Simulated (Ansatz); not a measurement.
HgPt: moving Hg off its site

HgPt, P4/mmm, a = 2.971 Å, c = 3.825 Å (as given, not relaxed at this level: 3.0 GPa). The structure is a COD entry; whether it is the stable form wasn't checked. Ansatz: PBEsol, PAW, 420 eV, Γ-centred 16×16×12 mesh on 2 atoms, Gaussian smearing 0.15 eV; no spin polarisation.

```yaml
crystal:
  lattice:
    - [2.97100, 0.00000, 0.00000]
    - [0.00000, 2.97100, 0.00000]
    - [0.00000, 0.00000, 3.82500]
  atoms:
    - { symbol: Hg, position: [0.00000, 0.00000, 0.00000] }
    - { symbol: Pt, position: [0.50000, 0.50000, 0.50000] }
```

Atom 1 (Hg) moves by x along the unit vector (0.000, 0.000, 1.000), with its periodic images; all else is held. y is the free energy of the cell over the start, F the force along the path summed over the moved atoms. Symmetry makes y even in x.

| x (Å) | y (meV) | F (eV/Å) |
| --- | --- | --- |
| -0.3000 | ? | ? |
| -0.1500 | 104.4 | 1.40 |
| 0.0000 | 0.0 | 0.00 |
| 0.0375 | 6.5 | -0.35 |
| 0.0750 | 26.0 | -0.69 |
| 0.1125 | 58.5 | -1.04 |
| 0.1875 | 163.8 | -1.77 |
| 0.2250 | 237.0 | -2.14 |
| 0.2625 | 324.3 | -2.52 |

Problem. Fit y = c2 x² + c4 x⁴ to the energies of the other rows, give the force constant, and predict energy and force of the missing row.

Solution. Least squares on the rows shown. y = 4609.0 x² + 1418.3 x⁴. The force constant is 2 c2 = 9.22 eV/Å², for the cell as given, at 3.0 GPa (for all images moving together, not for a lone atom). The force −dy/dx at the missing row is 2.92 eV/Å (computed 2.91). At x = -0.3000 the fit asked for gives 426.3 meV. The run gave 426.2 meV, so the fit is 0.1 meV too high, a small miss on the scale of the series.

Spin–orbit coupling is left out, which can shift energies with elements as heavy as these.